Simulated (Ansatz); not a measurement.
Relaxed-ion elastic tensor of TaAgO3 in space group R-3c (No. 167; Ta on 6b, O on 18e, Ag on 6a) in GPa (Voigt order), plane-wave PAW LDA (Ansatz code); density 9.64 g/cm³, 11.60 Å³ per atom.

```json
[
 {"": "1", "1": "339", "2": "156", "3": "178", "4": "-36.9", "5": "0.0", "6": "0.0"},
 {"": "2", "1": "156", "2": "339", "3": "178", "4": "36.9", "5": "0.0", "6": "0.0"},
 {"": "3", "1": "178", "2": "178", "3": "288", "4": "0.0", "5": "0.0", "6": "0.0"},
 {"": "4", "1": "-36.9", "2": "36.9", "3": "0.0", "4": "75.5", "5": "0.0", "6": "0.0"},
 {"": "5", "1": "0.0", "2": "0.0", "3": "0.0", "4": "0.0", "5": "75.5", "6": "-36.9"},
 {"": "6", "1": "0.0", "2": "0.0", "3": "0.0", "4": "0.0", "5": "-36.9", "6": "91.6"}
]
```

**Question.** Is the crystal mechanically stable?

**Answer.** Yes: the smallest eigenvalue of C is 45.8 GPa.

**Question.** Work out the Voigt, Reuss and Hill averages.

**Answer.** K_V = 221, K_R = 220, K_H = 221; G_V = 78.9, G_R = 65.1, G_H = 72.0 GPa.

**Question.** Give Young's modulus, Poisson's ratio, Pugh's ratio and the universal anisotropy index.

**Answer.** E = 9KG/(3K + G) = 195 GPa; ν = 0.35; K/G = 3.07 (ductile by the Pugh limit of 1.75); A_U = 5G_V/G_R + K_V/K_R − 6 = 1.06.

**Question.** Estimate the sound speeds and the Debye temperature.

**Answer.** v_l = √((K + 4G/3)/ρ) = 5730 m/s, v_t = √(G/ρ) = 2730 m/s, mean 3070 m/s; Θ = (h/k)(3n/4πV)^(1/3) v_m = 404 K.

The workflow started from an entry of the Crystallography Open Database (COD); the relaxed space group is not among those it files for this formula. COD files the formula under space group No. 161, so this cell is another polymorph or a model. Its standing as an ambient phase is unchecked. The LDA relaxation kept the symmetry of its start; phonons on a q-mesh show no instability. No spin polarisation was allowed. Spin–orbit coupling is left out wherever it is not named.

Potentials: the later of the program's two PAW sets.
